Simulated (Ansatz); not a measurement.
Input:

Si₃N₄:
```cif
data_N8Si6
_chemical_formula_sum 'Si6 N8'
_space_group_name_H-M_alt 'P63/m'
_space_group_IT_number 176
_space_group_name_Hall '-P 6c'
_cell_length_a 7.60567
_cell_length_b 7.60567
_cell_length_c 2.90554
_cell_angle_alpha 90.000
_cell_angle_beta 90.000
_cell_angle_gamma 120.000
loop_
_atom_site_label
_atom_site_type_symbol
_atom_site_symmetry_multiplicity
_atom_site_Wyckoff_symbol
_atom_site_fract_x
_atom_site_fract_y
_atom_site_fract_z
_atom_site_occupancy
Si1 Si 6 h 0.40606 0.23069 0.25000 1
N1 N 2 d 0.66667 0.33333 0.25000 1
N2 N 6 h 0.03121 0.33031 0.25000 1
```

This is the r²SCAN-relaxed structure.

Problem. All from r²SCAN in the plane-wave PAW code Ansatz, unless another level is named. Predict the smallest direct gap on the standard path.

Solution. 5.21 eV.

Problem. And the band gap?

Solution. 4.99 eV (indirect).

Problem. Give the conduction-band minimum.

Solution. at Γ.

Problem. Next, the valence-band maximum?

Solution. on the Γ–A line, 33 % of the way from Γ.

Space group P6_3/m. The cell was relaxed with r²SCAN under the symmetry of its start.

Potentials: the later of the program's two PAW sets.
